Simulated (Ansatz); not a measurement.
Relaxed-ion elastic tensor of MgO (wurtzite, P6_3mc) in GPa (Voigt order), DFT-r²SCAN in the program Ansatz with PAW potentials; density 2.83 g/cm³, 11.81 Å³ per atom.

|  | 1 | 2 | 3 | 4 | 5 | 6 |
|---|---|---|---|---|---|---|
| 1 | 203 | 104 | 98.7 | 0.0 | 0.0 | 0.0 |
| 2 | 104 | 203 | 98.7 | 0.0 | 0.0 | 0.0 |
| 3 | 98.7 | 98.7 | 123 | 0.0 | 0.0 | 0.0 |
| 4 | 0.0 | 0.0 | 0.0 | 64.7 | 0.0 | 0.0 |
| 5 | 0.0 | 0.0 | 0.0 | 0.0 | 64.7 | 0.0 |
| 6 | 0.0 | 0.0 | 0.0 | 0.0 | 0.0 | 49.7 |

Task: Is the crystal mechanically stable?

Result: Yes: the smallest eigenvalue of C is 47.7 GPa.

Task: Work out the Voigt, Reuss and Hill averages.

Result: K_V = 126, K_R = 115, K_H = 121; G_V = 51.0, G_R = 44.4, G_H = 47.7 GPa.

Task: Give Young's modulus, Poisson's ratio, Pugh's ratio and the universal anisotropy index.

Result: E = 9KG/(3K + G) = 126 GPa; ν = 0.33; K/G = 2.53 (ductile by the Pugh limit of 1.75); A_U = 5G_V/G_R + K_V/K_R − 6 = 0.83.

Task: Estimate the sound speeds and the Debye temperature.

Result: v_l = √((K + 4G/3)/ρ) = 8060 m/s, v_t = √(G/ρ) = 4100 m/s, mean 4600 m/s; Θ = (h/k)(3n/4πV)^(1/3) v_m = 601 K.

Task: Solve the Christoffel equation for the three sound speeds along x, y, z.

Result: Eigenvalues of C_ijkl n_j n_l equal ρv² (piezoelectric stiffening left out). In km/s, slowest first: x 4.19, 4.78, 8.47; y 4.19, 4.78, 8.47; z 4.78, 4.78, 6.58.

Task: How much does each axis shrink under pressure?

Result: Linear compressibilities β_i = Σ_j S_ij (j = 1 to 3): x 1.3, y 1.3, z 6.0 per TPa.

The workflow started from a Materials Project entry (that database holds measured and hypothetical structures alike); the Crystallography Open Database copy checked does not list it. It is not the phase usual at ambient conditions (space group No. 225). Symmetry was held in the r²SCAN relaxation; whether a distortion lowers the energy is not shown.

Potentials: the earlier of the program's two PAW sets.
